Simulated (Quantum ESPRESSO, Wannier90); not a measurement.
## Wannierisation of SiRu (CsCl type)

```
begin unit_cell_cart
ang
    2.9161200000    0.0000000000    0.0000000000
    0.0000000000    2.9161200000    0.0000000000
    0.0000000000    0.0000000000    2.9161200000
end unit_cell_cart
begin atoms_frac
Si   0.5000000000  0.5000000000  0.5000000000
Ru   0.0000000000  0.0000000000  0.0000000000
end atoms_frac
```

Materials Project entry mp-381; symmetrised, unrelaxed at this level. Not found in the COD (Crystallography Open Database) copy used; not checked further. Method: PBEsol plane waves in Quantum ESPRESSO 7.5 (PseudoDojo norm-conserving files, 68 Ry, spinors with spin-orbit coupling), Bloch states on a 8×8×8 mesh through Γ, Wannier90 4.0.1. Density: 10×10×10 mesh, cold smearing 0.01 Ry.

A tight-binding model is made by disentanglement and projection with no localisation steps (num_iter = 0), so the 26 orbitals stay atom-like: hydrogen-like Si: s;p; Ru: s;p;d, axes along x, y, z; frozen window up to 3.00 eV relative to the Fermi level. It follows pw.x to 3.0 meV rms for states up to 1.0 eV relative to the Fermi level. Matrix elements depend on this choice of orbitals and windows.

### Question
What are the on-site energies relative to the Fermi level, and how fast do the hoppings decay?

### Answer
| atom | orbitals | energy (eV) |
|---|---|---|
| Si1 | s↑ s↓ | -1.90 |
| Si1 | pz↑ pz↓ px↑ px↓ py↑ py↓ | 4.33 |
| Ru2 | s↑ s↓ | 5.45 |
| Ru2 | pz↑ pz↓ px↑ px↓ py↑ py↓ | 11.04 |
| Ru2 | dz2↑ dz2↓ dx2-y2↑ dx2-y2↓ | -1.91 |
| Ru2 | dxz↑ dxz↓ dyz↑ dyz↓ dxy↑ dxy↓ | -1.95 |

```
distance of the centres (Å)  largest modulus (eV)
---------------------------  --------------------
2–3                                           2.2
4–5                                          0.35
5–6                                          0.45
6–7                                         0.032
7–8                                          0.10
8–9                                         0.014
9–10                                        0.013
10–11                                      0.0095
```
